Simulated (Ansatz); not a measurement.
Theory: Ansatz, DFT PBE, scalar-relativistic, plane waves, PAW. All cells share a 420 eV cutoff and Γ-centred k meshes spaced at most about 0.3 Å⁻¹ (about 0.25 or finer for metals, 2π included). No spin polarisation in the final relaxations.

Temperature and zero-point effects are left out. All come from trial cells, and lower structures may exist.

Task: Order these relaxed structures of La3AsPt2 by energy, lowest first, with the energy over the lowest of them.
A. Space group P4/mmm (No. 123), tetragonal, a = 5.369 Å, c = 5.917 Å. La on its first site has 2 As at 2.96 Å and 4 La at 3.80 Å; around La on its second site lie 2 La at 2.96 Å and 4 La at 3.80 Å; As has 4 Pt at 2.68 Å and 2 La at 2.96 Å; Pt is surrounded by 2 As at 2.68 Å and 2 La at 2.68 Å; 1 more site not described.
B. Space group I4/mmm (No. 139), tetragonal, a = 5.752 Å, c = 11.315 Å. La on a site of symmetry -4m2 has 4 Pt at 2.88 Å, 4 As at 4.03 Å and 8 La at 4.03–4.07 Å; La on a site of symmetry 4/mmm has 2 Pt at 3.02 Å and 8 La at 4.03 Å; As has 2 Pt at 2.64 Å and 12 La at 4.03–4.07 Å; around Pt lie 1 As at 2.64 Å and 5 La at 2.88–3.02 Å.
C. Space group P-6m2 (No. 187), hexagonal, a = 5.114 Å, c = 6.355 Å. Around La on its first site lie 3 La at 2.95 Å, 2 As at 3.18 Å, 6 Pt at 3.28 Å and 6 La at 4.34 Å; La on its second site is surrounded by 3 As at 2.95 Å, 2 La at 3.18 Å, 6 Pt at 3.43 Å and 6 La at 4.34 Å; As has 3 La at 2.95 Å, 2 La at 3.18 Å and 6 Pt at 3.43 Å; around Pt lie 1 Pt at 2.84 Å, 9 La at 3.28–3.43 Å, 3 As at 3.43 Å and 1 Pt at 3.51 Å; 1 more site not described.
D. Space group P6/mmm (No. 191), hexagonal, a = 7.550 Å, c = 3.920 Å. La has 4 Pt at 2.93 Å, 6 La at 3.78–3.92 Å and 4 As at 4.25 Å; As has 2 As at 3.92 Å, 12 La at 4.25 Å and 6 Pt at 4.36 Å; around Pt lie 6 La at 2.93 Å, 2 Pt at 3.92 Å, 3 As at 4.36 Å and 3 Pt at 4.36 Å.

Result: B (0 meV/atom), D (137 meV/atom), C (232 meV/atom), A (519 meV/atom). Forms: B I4/mmm; D P6/mmm; C P-6m2; A P4/mmm.

These runs have no spin–orbit coupling, which can matter for Pt. Cells relaxed within their symmetry can be saddle points. Some types were kept out of the candidates beforehand, so the set may lack a known form.
